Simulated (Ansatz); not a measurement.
A relaxation computed with Ansatz, from input to last step.

```yaml
crystal:
  lattice:
    - [6.3766000837, 0.0, 0.0]
    - [-3.1883000418, 5.5222976622, 0.0]
    - [0.0, 0.0, 5.2112585963]
  atoms:
    - { symbol: Sr, position: [0.0, 0.0, 0.0] }
    - { symbol: In, position: [0.0, 0.5, 0.5] }
    - { symbol: In, position: [0.5, 0.5, 0.5] }
    - { symbol: In, position: [0.5, 0.0, 0.5] }
    - { symbol: In, position: [0.6666666667, 0.3333333333, 0.0] }
    - { symbol: In, position: [0.3333333333, 0.6666666667, 0.0] }
basis:
  ecutwfc: 420
kpoints:
  mp_grid: { grid: [6, 6, 8] }
hamiltonian:
  xc: pbesol
scf:
  occupations: { method: gaussian, width: 0.1 }
output:
  forces: true
  stress: true
  eigenvalues: true
  write_density: true
  write_potential: true
  elf: true
  volumetric_format: npy
relax:
  adjacent_minimum: "off"
  f_tol: 0.005
  max_steps: 50
  cell: { stress_tol: 0.05 }
```

```bash
ansatz run input.yaml --threads 1 --pin off --max-ram 2560MiB --backend cpu --events-out ev --progress --plain --runs-dir out
```

Level of theory: Ansatz, DFT PBEsol, scalar-relativistic, plane waves, PAW.

Of 5 frames 5 are shown, positions in Å and forces in eV/Å; the SCF threshold varies from step to step. Steps run on the plane waves of an earlier cell, with a Pulay correction in the pressure. The basis is chosen afresh for the last frame, the zero of the energies, and at times for earlier ones too; energy and pressure step there, also at an unchanged geometry.

```xyz
6
Lattice="6.3766 0.0000 0.0000 -3.1883 5.5223 0.0000 0.0000 0.0000 5.2113" Properties=species:S:1:pos:R:3:forces:R:3 pbc="T T T" step=1 free_energy_over_end_meV_per_atom=14.62 pressure_GPa=-2.20
Sr    0.0000    0.0000    0.0000    0.0000    0.0000    0.0000
In   -1.5941    2.7611    2.6056    0.0000    0.0000    0.0000
In    1.5941    2.7611    2.6056    0.0000    0.0000    0.0000
In    3.1883    0.0000    2.6056    0.0000    0.0000    0.0000
In    3.1883    1.8408    0.0000    0.0000    0.0000    0.0000
In    0.0000    3.6815    0.0000    0.0000    0.0000    0.0000
6
Lattice="6.2621 0.0000 0.0000 -3.1310 5.4231 0.0000 0.0000 0.0000 5.0999" Properties=species:S:1:pos:R:3:forces:R:3 pbc="T T T" step=2 free_energy_over_end_meV_per_atom=0.12 pressure_GPa=-0.33
Sr    0.0000    0.0000    0.0000    0.0000    0.0000    0.0000
In   -1.5655    2.7116    2.5500    0.0000    0.0000    0.0000
In    1.5655    2.7116    2.5500    0.0000    0.0000    0.0000
In    3.1310    0.0000    2.5500    0.0000    0.0000    0.0000
In    3.1310    1.8077    0.0000    0.0000    0.0000    0.0000
In    0.0000    3.6154    0.0000    0.0000    0.0000    0.0000
6
Lattice="6.2278 0.0000 0.0000 -3.1139 5.3934 0.0000 0.0000 0.0000 5.1013" Properties=species:S:1:pos:R:3:forces:R:3 pbc="T T T" step=3 free_energy_over_end_meV_per_atom=-0.33 pressure_GPa=0.05
Sr    0.0000    0.0000    0.0000    0.0000    0.0000    0.0000
In   -1.5570    2.6967    2.5507    0.0000    0.0000    0.0000
In    1.5570    2.6967    2.5507    0.0000    0.0000    0.0000
In    3.1139    0.0000    2.5507    0.0000    0.0000    0.0000
In    3.1139    1.7978    0.0000    0.0000    0.0000    0.0000
In    0.0000    3.5956    0.0000    0.0000    0.0000    0.0000
6
Lattice="6.2292 0.0000 0.0000 -3.1146 5.3947 0.0000 0.0000 0.0000 5.1055" Properties=species:S:1:pos:R:3:forces:R:3 pbc="T T T" step=4 free_energy_over_end_meV_per_atom=-0.33 pressure_GPa=0.00
Sr    0.0000    0.0000    0.0000    0.0000    0.0000    0.0000
In   -1.5573    2.6973    2.5528    0.0000    0.0000    0.0000
In    1.5573    2.6973    2.5528    0.0000    0.0000    0.0000
In    3.1146    0.0000    2.5528    0.0000    0.0000    0.0000
In    3.1146    1.7982    0.0000    0.0000    0.0000    0.0000
In    0.0000    3.5964    0.0000    0.0000    0.0000    0.0000
6
Lattice="6.2292 0.0000 0.0000 -3.1146 5.3947 0.0000 0.0000 0.0000 5.1055" Properties=species:S:1:pos:R:3:forces:R:3 pbc="T T T" step=5 free_energy_over_end_meV_per_atom=0.00 pressure_GPa=0.00
Sr    0.0000    0.0000    0.0000    0.0000    0.0000    0.0000
In   -1.5573    2.6973    2.5528    0.0000    0.0000    0.0000
In    1.5573    2.6973    2.5528    0.0000    0.0000    0.0000
In    3.1146    0.0000    2.5528    0.0000    0.0000    0.0000
In    3.1146    1.7982    0.0000    0.0000    0.0000    0.0000
In    0.0000    3.5964    0.0000    0.0000    0.0000    0.0000
```

Time: 50 s on 1 thread of Intel(R) Xeon(R) 6975P-C (Granite Rapids) (shared host), peak memory 0.61 GiB.